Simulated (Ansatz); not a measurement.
Re (dhcp (α-La type), P6_3/mmc) is relaxed with PBE+D3(BJ) (plane waves, PAW; program Ansatz). What lattice parameters of the conventional cell result?

a = 2.758 Å, c = 8.899 Å.

The first step of the workflow began from a Materials Project structure, measured or hypothetical. Its sites differ from those of the usual phase in this space group: another stacking or structure type. The cell was relaxed with PBE+D3(BJ) under the symmetry of its start; whether a distortion lowers the energy is not shown. No spin polarisation was allowed. The pairwise dispersion correction was not fitted to metals. Axis ratios of metals converge slowly with the k-mesh, so a and c are less sure than the volume. Scalar-relativistic: spin–orbit coupling is off unless named, which matters more the heavier the elements.

Potentials: the later of the program's two PAW sets.
